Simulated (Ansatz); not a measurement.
CrB4 in space group Immm (No. 71; Cr on 2a, B on 8l) at seven volumes, PBEsol (plane waves, PAW; program Ansatz), shape and atoms relaxed at each. One row is withheld.

| V (Å³/atom) | P (GPa) |
|---|---|
| 6.622 | ? |
| 6.840 | 19.74 |
| 7.058 | 9.15 |
| 7.277 | 0.00 |
| 7.495 | -7.91 |
| 7.713 | -14.74 |
| 7.932 | -20.65 |

### Question
Fit the shown pressures and predict the withheld one.

### Answer
Third-order Birch–Murnaghan: P = (3/2)B₀(x^(7/2) − x^(5/2))[1 + (3/4)(B′ − 4)(x − 1)] with x = (V₀/V)^(2/3). Least squares on the six rows gives V₀ = 7.277 Å³/atom, B₀ = 283.0 GPa, B′ = 3.87. At V = 6.622, x = 1.0649 and P = 32.04 GPa. The run itself gave 32.01 GPa.

The workflow started from a Materials Project entry (that database holds measured and hypothetical structures alike); the Crystallography Open Database files this formula in space group No. 71, but the cells were not matched. Its standing as an ambient phase is unchecked. The PBEsol relaxation kept the symmetry of its start; whether a distortion lowers the energy is not shown. The run is not spin-polarised.

Potentials: the later of the program's two PAW sets.
